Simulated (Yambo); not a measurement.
Yambo input for RbCdF3 (cubic perovskite, space group Pm-3m, No. 221) (a = 4.425 Å, b = 4.425 Å, c = 4.425 Å, α = 90.00°, β = 90.00°, γ = 90.00°), on norm-conserving PBEsol (Quantum ESPRESSO, 102 Ry, scalar-relativistic) wavefunctions on a 8×8×8 mesh:

```
optics
chi
dipoles
kernel
FFTGvecs= 40 Ry
Chimod= "HARTREE"
NGsBlkXd= 3 Ry
% QpntsRXd
 1 | 1 |
%
% BndsRnXd
 5 | 75 |
%
GrFnTpXd= "R"
% EnRngeXd
 0.0 | 20.0 | eV
%
% DmRngeXd
 0.2 | 0.2 | eV
%
CGrdSpXd= 50
ETStpsXd= 161
% LongDrXd
 1.0 | 0.0 | 0.0 |
%
% XfnQP_E
 3.329 | 1.0 | 1.0 |
%
```

First lines of the file o-*.eps_q1_inv_rpa_dyson:

```
Absorption @ Q(1):   1.00000000     0.00000000     0.00000000    [q->0 direction]
#
# [ X ] Hartree size     :   81
# [GEN] GF Energies     : Perdew, Burke & Ernzerhof SOL(X)+Perdew, Burke & Ernzerhof SOL(C)+ user defined corrections @E
# [GEN] Green`s Function     : Retarded
#
# [GEN] Gauge     : Length
# [GEN] [r,Vnl] included     : yes
#
#    E[1] [eV]     Im(eps)     Re(eps)     Im(eps_o)     Re(eps_o)
#
     0.000000     0.78483E-09     2.080367     0.10404E-17     2.189406
     0.125000     0.260495E-3     2.080448     0.276379E-3     2.189492
     0.250000     0.521369E-3     2.080692     0.553143E-3     2.189751
     0.375000     0.783008E-3     2.081099     0.830682E-3     2.190183
     0.500000     0.001046     2.081670     0.001109     2.190788
     0.625000     0.001310     2.082405     0.001390     2.191568
     0.750000     0.001576     2.083306     0.001672     2.192524
     0.875000     0.001845     2.084374     0.001957     2.193656
     1.000000     0.002116     2.085610     0.002244     2.194967
     1.125000     0.002391     2.087017     0.002535     2.196458
     1.250000     0.002669     2.088596     0.002829     2.198132
     1.375000     0.002952     2.090350     0.003127     2.199991
     1.500000     0.003238     2.092281     0.003431     2.202037
     1.625000     0.003530     2.094393     0.003739     2.204274
     1.750000     0.003828     2.096689     0.004053     2.206706
     1.875000     0.004132     2.099173     0.004373     2.209335
     2.000000     0.004443     2.101849     0.004700     2.212166
     2.125000     0.004761     2.104720     0.005035     2.215204
     2.250000     0.005087     2.107793     0.005378     2.218453
     2.375000     0.005422     2.111071     0.005730     2.221919
     2.500000     0.005767     2.114562     0.006091     2.225607
     2.625000     0.006122     2.118271     0.006463     2.229524
     2.750000     0.006488     2.122205     0.006847     2.233677
     2.875000     0.006867     2.126371     0.007243     2.238072
     3.000000     0.007259     2.130777     0.007652     2.242719
     3.125000     0.007666     2.135432     0.008076     2.247625
     3.250000     0.008088     2.140346     0.008516     2.252800
     3.375000     0.008528     2.145528     0.008973     2.258255
     3.500000     0.008987     2.150990     0.009449     2.264001
     3.625000     0.009465     2.156744     0.009946     2.270049
     3.750000     0.009966     2.162802     0.010465     2.276414
     3.875000     0.010491     2.169180     0.011008     2.283109
     4.000000     0.011043     2.175894     0.011577     2.290150
```
(The file goes on to the top of the energy range.) Convergence of the RPA response with its 8×8×8 mesh was not tested. The scissor comes from a G0W0 run whose convergence isn't established.

Spin-orbit coupling is not included.

Geometry of the Materials Project entry, not relaxed at this level.

The structure is a Materials Project entry; no match was found in the copy of COD used, and its stability was not checked.
